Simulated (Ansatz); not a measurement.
Pt:
```cif
data_Pt8
_chemical_formula_sum 'Pt8'
_space_group_name_H-M_alt 'Fd-3m :1'
_space_group_IT_number 227
_space_group_name_Hall 'F 4d 2 3 -1d'
_cell_length_a 5.72029
_cell_length_b 5.72029
_cell_length_c 5.72029
_cell_angle_alpha 90.000
_cell_angle_beta 90.000
_cell_angle_gamma 90.000
loop_
_atom_site_label
_atom_site_type_symbol
_atom_site_symmetry_multiplicity
_atom_site_Wyckoff_symbol
_atom_site_fract_x
_atom_site_fract_y
_atom_site_fract_z
_atom_site_occupancy
Pt1 Pt 8 b 0.50000 0.50000 0.50000 1
```
(The calculation used a cell of 2 atoms; values per cell refer to that cell.)

Relaxed with r²SCAN.

Task: Which orbitals make up the states near the Fermi level in plane-wave PAW r²SCAN (Ansatz code)?

Result: Within 0.5 eV of the Fermi level: Pt 5d 91 %, Pt 6s 7 %. Projections are on Löwdin-orthogonalised atomic valence shells; empty p or d shells of many metals are not among them.

Task: Tabulate the density of states.

Result: States/eV per cell of 2 atoms, in 0.25 eV bins, energy from the Fermi level.

```csv
E (eV),total,Pt 5d,Pt 6s,Pt 5p
-7.50,0.00,0.00,0.00,0.00
-7.25,0.08,0.00,0.08,0.00
-7.00,0.17,0.00,0.16,0.00
-6.75,0.24,0.01,0.22,0.00
-6.50,0.31,0.02,0.28,0.00
-6.25,0.40,0.03,0.35,0.00
-6.00,0.52,0.07,0.43,0.00
-5.75,0.74,0.17,0.54,0.00
-5.50,5.84,4.86,0.93,0.01
-5.25,6.30,5.65,0.62,0.01
-5.00,6.22,5.28,0.89,0.01
-4.75,10.93,9.95,0.91,0.03
-4.50,2.33,2.29,0.03,0.01
-4.25,2.87,2.82,0.04,0.01
-4.00,3.35,3.17,0.15,0.01
-3.75,4.08,3.67,0.36,0.02
-3.50,2.71,2.47,0.21,0.01
-3.25,2.37,2.15,0.18,0.01
-3.00,1.83,1.69,0.10,0.01
-2.75,2.06,1.93,0.08,0.01
-2.50,2.39,2.26,0.08,0.01
-2.25,2.18,2.04,0.08,0.01
-2.00,2.93,2.74,0.10,0.01
-1.75,2.79,2.61,0.10,0.01
-1.50,1.79,1.70,0.05,0.00
-1.25,1.12,0.94,0.14,0.00
-1.00,1.52,1.19,0.26,0.01
-0.75,2.41,2.05,0.26,0.01
-0.50,3.34,3.01,0.23,0.01
-0.25,3.67,3.36,0.21,0.01
0.00,5.62,5.33,0.21,0.01
0.25,2.88,2.54,0.28,0.00
0.50,0.88,0.56,0.27,0.00
0.75,0.78,0.42,0.32,0.00
1.00,1.13,0.55,0.51,0.00
1.25,0.99,0.36,0.53,0.00
1.50,0.79,0.27,0.43,0.00
1.75,0.62,0.19,0.35,0.00
2.00,0.52,0.14,0.30,0.00
2.25,0.45,0.11,0.26,0.00
2.50,0.40,0.09,0.23,0.00
2.75,0.45,0.08,0.21,0.00
3.00,0.73,0.09,0.20,0.00
3.25,0.74,0.08,0.20,0.00
3.50,0.72,0.07,0.18,0.00
3.75,0.76,0.06,0.17,0.00
4.00,0.81,0.06,0.16,0.00
4.25,0.89,0.05,0.15,0.00
4.50,0.87,0.05,0.14,0.00
4.75,0.86,0.04,0.13,0.00
```

The start of the workflow was typed in or built on a structure type; neither database checked (COD, Materials Project) lists it. It is not the phase usual at ambient conditions (space group No. 225). Symmetry was held in the r²SCAN relaxation. At this level the phase is mechanically unstable. The run is not spin-polarised. Spin–orbit coupling is left out wherever it is not named.

Potentials: the earlier of the program's two PAW sets.
